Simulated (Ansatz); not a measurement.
Mg (hcp, Mg type)

```xyz
2
Lattice="3.1731 0.0000 0.0000 -1.5865 2.7480 0.0000 0.0000 0.0000 5.1825" Properties=species:S:1:pos:R:3 pbc="T T T"
Mg     0.0000     1.8320     3.8869
Mg     1.5865     0.9160     1.2956
```

Equation-of-state scan: isotropic scaling of the cell above, V₀ being its volume. Symmetry pins the atoms to their sites.

Computed with r2SCAN (plane waves to 500 eV, PAW, scalar-relativistic; Ansatz, a program for electronic structure). k mesh 18×18×10 (Γ-centred), Fermi-Dirac smearing 0.05 eV. The energy includes the smearing's −TS. Compression counts positive. With the shape held, the modulus is that of even scaling; a crystal free to change shape is softer. Mg was relaxed with its symmetry unable to fall. ΔE is measured from the relaxed starting cell. The last digit holds for this mesh only.

```csv
V (Å³/atom),ΔE (meV/atom)
18.979,93.6
19.883,48.7
20.787,20.0
21.691,4.6
22.594,0.0
23.498,4.4
24.402,withheld
25.306,33.9
26.209,56.6
```

Task: Fit a third-order Birch-Murnaghan form (E₀, V₀, B₀, B₀′ free) to the given rows and predict ΔE at V = 24.402.

Result: Least squares on the 8 given rows: ΔE = E₀ + (9V₀B₀/16)·y²·[2 + (B₀′ − 4)y], y = (V₀/V)^(2/3) − 1, with V₀ = 22.575 Å³/atom, B₀ = 39.56 GPa (160.2 GPa = 1 eV/Å³; the term in eV is multiplied by 1000), B₀′ = 3.88, E₀ = 0.03 meV/atom; root-mean-square residual 0.02 meV/atom. At 24.402 the fit gives 16.1 meV/atom; the calculation gives 16.1 meV/atom, the same to the digits shown. For the pressure the fit gives -2.6 GPa against the computed -2.7 GPa.

(Under strain, the slope of the energy per volume gives the stress and its curvature an elastic modulus.)
